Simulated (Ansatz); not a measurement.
The relaxed structure here is a generated cell of Ti: the first start was made by placing the elements on the sites of a structure type, and the end was not matched to a known phase here, so it may be hypothetical. Known forms of Ti include space group No. 194.

A relaxed cell of Ti (P6/mmm (No. 191)), relaxed on a k-mesh at least as fine as the one used below. Method: PBEsol (plane waves to 420 eV, PAW, scalar-relativistic; Ansatz, an electronic-structure program). Γ-centred k-mesh 7×14×12 on the run's cell (coarser than for final values), Fermi–Dirac smearing 0.05 eV.

```xyz
2
Lattice="5.3792 0.0000 0.0000 -1.3448 2.3293 0.0000 0.0000 0.0000 2.6977" Properties=species:S:1:pos:R:3 pbc="T T T"
Ti     0.0000     0.0000     0.0000
Ti     2.6896     0.0000     0.0000
```

The atoms are displaced along an unstable phonon of this cell by (Å):

```csv
atom,ux,uy,uz
Ti1,0.000,0.000,0.150
Ti2,0.000,0.000,-0.150
```

**Question.** What forces (eV/Å) and pressure result?

**Answer.** 
```json
[
 {"atom": "Ti1", "Fx": "0.00", "Fy": "0.00", "Fz": "0.20"},
 {"atom": "Ti2", "Fx": "0.00", "Fy": "0.00", "Fz": "-0.20"}
]
```

Pressure -0.2 GPa.

The undisplaced cell is probably no minimum: from this displacement the run went on to Fm-3m (No. 225), 0.30 eV/atom below it.

No spin polarisation in the result.
